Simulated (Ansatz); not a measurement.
CdSiN₂ in space group R-3m (No. 166; Cd on 3a, Si on 3b, N on 6c), plane-wave PAW PBEsol (Ansatz code). The conduction-band minimum lies at Γ, with 1 equivalent valley. Second derivatives d²E/dk² of the lowest band at one valley (eV·Å²), along Cartesian directions:

```
direction  d²E/dk²
---------  -------
[100]        24.41
[010]        24.41
[001]        52.99
[110]        24.41
[101]        38.72
[011]        38.72
```

### Question
Find the principal effective masses, the density-of-states mass and the conductivity mass.

### Answer
Off-diagonal terms follow from H_xy = H[110] − (H_xx + H_yy)/2, and m*/mₑ = 7.620 eV·Å² over each eigenvalue: 0.14, 0.31, 0.31. One valley's DOS mass (m₁m₂m₃)^(1/3) = 0.24, conductivity mass 3/(Σ 1/mᵢ) = 0.22 mₑ.

### Question
What effective density of states Nc follows at 300 K for parabolic valleys?

### Answer
Nc = 2.509e19 × 1 × (0.24)^(3/2) ≈ 3.0e18 cm⁻³.

### Question
With the computed static dielectric constant 52.3 (mean of the diagonal), estimate a hydrogenic donor's binding energy and radius.

### Answer
E = 13.606 eV × 0.22/52.3² ≈ 1.1 meV; a = 0.529 Å × ε/m* ≈ 130 Å. Semilocal masses tend to be too small when the gap is underestimated.

The start of the workflow was typed in or built on a structure type; neither database checked (COD, Materials Project) lists it. Its standing as an ambient phase is unchecked. The PBEsol relaxation kept the symmetry of its start; its stability against distortions is not shown here. Spin–orbit coupling is left out wherever it is not named.

Potentials: the later of the program's two PAW sets.
